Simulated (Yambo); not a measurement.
Absorption of CaI2 (CdI2 type, space group P-3m1, No. 164) with and without the electron-hole interaction (Yambo, PBEsol bands; 6×6×2 mesh, 12 valence and 16 conduction bands, static screening with 118 bands and a 4 Ry block, scissor 1.82 eV, Tamm-Dancoff; field along x). Axes are Cartesian, with cell vectors (Å) (4.43, 0.00, 0.00), (-2.22, 3.84, 0.00), (0.00, 0.00, 6.92).

```tsv
E (eV)	Im ε, BSE	Im ε, independent quasiparticles
3.87	0.30	0.10
3.97	0.34	0.11
4.07	0.39	0.12
4.17	0.47	0.13
4.27	0.56	0.14
4.37	0.70	0.15
4.47	0.91	0.16
4.57	1.26	0.18
4.67	1.89	0.20
4.77	3.15	0.22
4.87	5.16	0.25
4.97	5.88	0.29
5.07	6.42	0.34
5.17	7.65	0.42
5.27	6.77	0.52
5.38	5.74	0.68
5.48	5.85	0.97
5.58	6.29	1.49
5.68	5.74	2.32
5.78	5.22	3.04
5.88	5.19	3.20
5.98	5.85	3.50
6.08	7.23	4.31
6.18	8.75	4.77
6.28	8.50	4.67
6.38	8.16	4.53
6.48	8.72	3.98
6.58	7.75	3.73
6.68	6.71	4.03
6.78	6.37	4.20
6.88	6.43	4.29
6.98	6.75	4.89
7.08	6.91	5.88
7.18	6.21	6.21
7.28	5.66	5.93
7.38	5.31	5.93
7.49	4.77	5.71
7.59	4.36	6.08
7.69	3.88	6.72
7.79	3.77	6.79
7.89	3.83	6.94
7.99	3.80	7.03
8.09	3.46	7.23
8.19	3.06	7.40
8.29	3.02	7.35
8.39	3.11	7.43
8.49	3.28	7.44
8.59	3.03	6.96
8.69	2.95	6.17
8.79	2.49	5.71
8.89	2.27	5.79
8.99	2.06	6.01
9.09	2.07	5.97
9.19	1.89	5.73
9.29	1.97	5.52
9.39	2.06	4.91
9.49	2.07	4.03
```

The scissor comes from a G0W0 run whose convergence isn't established. Broadening 0.15 eV. The band window holds all transitions up to 9.5 eV. Fine structure above the onset can come from the mesh.

Spin-orbit coupling is included.

Geometry relaxed with PBE+D3(BJ); primitive cell a = b = 4.4322 Å, c = 6.9195 Å, α = β = 90.00°, γ = 120.00°.
